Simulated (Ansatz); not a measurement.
Molecular dynamics on a 2×2×1 supercell (16 atoms) of In2BiP (ordering on zincblende), relaxed with r2SCAN. Forces come from PBE in the plane-wave code Ansatz: Langevin thermostat and barostat (NPT), 450 K, steps of 2 fs. Spin polarisation is off, nuclei are classical, and the run is far too short for thermal averages. The structure comes from a prototype and may be hypothetical.

```yaml
crystal:
  lattice:
    - [8.9178982758, 0.0, 0.0]
    - [0.0, 8.9178982758, 0.0]
    - [0.0, 0.0, 6.3674688212]
  atoms:
    - { symbol: P, position: [0.0, 0.0, 0.0] }
    - { symbol: In, position: [0.0, 0.25, 0.7814219073] }
    - { symbol: Bi, position: [0.25, 0.25, 0.5] }
    - { symbol: In, position: [0.25, 0.0, 0.2185780927] }
    - { symbol: P, position: [0.0, 0.5, 0.0] }
    - { symbol: In, position: [0.0, 0.75, 0.7814219073] }
    - { symbol: Bi, position: [0.25, 0.75, 0.5] }
    - { symbol: In, position: [0.25, 0.5, 0.2185780927] }
    - { symbol: P, position: [0.5, 0.0, 0.0] }
    - { symbol: In, position: [0.5, 0.25, 0.7814219073] }
    - { symbol: Bi, position: [0.75, 0.25, 0.5] }
    - { symbol: In, position: [0.75, 0.0, 0.2185780927] }
    - { symbol: P, position: [0.5, 0.5, 0.0] }
    - { symbol: In, position: [0.5, 0.75, 0.7814219073] }
    - { symbol: Bi, position: [0.75, 0.75, 0.5] }
    - { symbol: In, position: [0.75, 0.5, 0.2185780927] }
kpoints:
  mp_grid: { grid: [2, 2, 2] }
hamiltonian:
  xc: pbe
scf:
  occupations: { method: fermi_dirac, width: 0.039 }
md:
  ensemble: npt_langevin
  temperature: 450
  timestep: 2.0
  n_steps: 20
  initial_velocities: maxwell_boltzmann
  seed: 6678
```

Command: `ansatz run input.yaml --threads 4 --pin off --max-ram 3686MiB --backend cpu --events-out ev --progress --plain --runs-dir out`.

**Question.** What wall time did it need on 4 threads of Arm Neoverse V2, on a shared host, and what peak of host memory did it reach?

**Answer.** About 2.2 min, with a peak of 1.9 GiB.

```
step  t (fs)  T (K)  free energy F from step 0 (meV/atom)  kinetic energy (meV/atom)  pressure (GPa)  volume (Å³/atom)  largest force (eV/Å)
   0       0    422                                   0.0                       54.5            2.00             31.65                  0.12
   1       2    446                                   0.3                       57.6            2.01             31.65                  0.16
   2       4    430                                   0.7                       55.6            2.01             31.65                  0.21
   3       6    444                                   1.2                       57.4            1.98             31.68                  0.29
   4       8    371                                   1.8                       48.0            1.89             31.72                  0.38
   5      10    336                                   2.3                       43.4            1.80             31.79                  0.45
   6      12    345                                   3.0                       44.5            1.70             31.86                  0.50
   7      14    314                                   3.6                       40.6            1.57             31.95                  0.55
   8      16    294                                   4.4                       38.1            1.45             32.04                  0.64
   9      18    257                                   5.4                       33.2            1.33             32.13                  0.72
  10      20    234                                   6.4                       30.3            1.22             32.20                  0.78
  11      22    212                                   7.5                       27.4            1.12             32.28                  0.85
  12      24    231                                   8.6                       29.8            1.03             32.37                  0.92
  13      26    234                                   9.8                       30.3            0.91             32.47                  0.99
  14      28    215                                  10.9                       27.8            0.79             32.57                  1.06
  15      30    240                                  12.1                       31.1            0.69             32.67                  1.12
  16      32    225                                  13.3                       29.1            0.58             32.77                  1.18
  17      34    206                                  14.2                       26.6            0.46             32.87                  1.21
  18      36    208                                  15.0                       26.9            0.36             32.96                  1.23
  19      38    219                                  15.9                       28.3            0.26             33.06                  1.25
  20      40    239                                  16.8                       30.9            0.18             33.14                  1.25
```

The temperature starts at 422 K, is lowest at step 17 (206 K, 34 fs) and ends at 239 K. The thermostat hasn't had time to restore it. The atoms start on their lattice sites with kinetic energy alone, so much of it first passes into potential energy.

Positions (Å) and forces (eV/Å) at step 20:
```
cell (Å): 9.056 0.000 0.000; 0.000 9.056 0.000; 0.000 0.000 6.466
P    0.018   0.009   0.031    -0.130  -0.170  -0.303
In  -0.106   2.235   5.103     0.436   0.400  -0.161
Bi   2.263   2.222   3.160    -0.319   0.403   0.905
In   2.250   0.052   1.407    -0.313  -0.364   0.001
P   -0.096   4.565   0.076     0.168  -0.247  -0.176
In   0.123   6.778   5.074    -0.531  -0.059   0.026
Bi   2.315   6.827   3.216    -0.036  -0.100  -0.137
In   2.258   4.513   1.454    -0.462   0.085  -0.062
P    4.365  -0.017   0.030     1.165   0.243  -0.389
In   4.564   2.283   5.027    -0.424  -0.290   0.267
Bi   6.750   2.295   3.158     0.233  -0.267   0.332
In   6.858   0.010   1.403    -0.580  -0.210  -0.058
P    4.444   4.467   0.057     0.099   0.374  -0.646
In   4.536   6.838   5.066     0.069  -0.250   0.254
Bi   6.784   6.779   3.196     0.302   0.258   0.446
In   6.634   4.542   1.434     0.324   0.196  -0.300
```
